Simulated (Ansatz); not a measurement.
TePb₂Se:
Space group R-3m, hexagonal axes (No. 166); a = 4.391 Å, b = 4.391 Å, c = 21.482 Å, α = 90.00°, β = 90.00°, γ = 120.00°

```tsv
atom	site	symmetry	x	y	z
Te	3b	-3m	0.0000	0.0000	0.5000
Pb	6c	3m	0.0000	0.0000	0.2556
Se	3a	-3m	0.0000	0.0000	0.0000
```
(The calculation used a cell of 4 atoms; values per cell refer to that cell.)

Relaxed at zero pressure with plane-wave PAW LDA (Ansatz code).

**Question.** The volume is lowered by 3 % and shape and atoms relax at that volume. What pressure results, and how do the axes share the change?

**Answer.** 1.7 GPa; a -1.0 %, b -1.0 %, c -1.0 %; the energy rises by 5 meV/atom.

**Question.** Give the new structure.

**Answer.** 
Space group R-3m, hexagonal axes (No. 166); a = 4.3478 Å, b = 4.3478 Å, c = 21.2566 Å, α = 90.00°, β = 90.00°, γ = 120.00°

| atom | site | symmetry | x | y | z |
|---|---|---|---|---|---|
| Te | 3b | -3m | 0.0000 | 0.0000 | 0.5000 |
| Pb | 6c | 3m | 0.0000 | 0.0000 | 0.2557 |
| Se | 3a | -3m | 0.0000 | 0.0000 | 0.0000 |

The phase is kept; no other phase was compared at this pressure.

The workflow started from a Materials Project entry (that database holds measured and hypothetical structures alike); the Crystallography Open Database copy checked does not list it. With Te and Se taken as one species the cell has the higher symmetry Fm-3m, so it may be an ordered model of a mixed-site phase. Its standing as an ambient phase is unchecked. The LDA relaxation kept the symmetry of its start; of distortions, only those at the zone centre were tested. Spin–orbit coupling is left out wherever it is not named.

Potentials: the later of the program's two PAW sets.
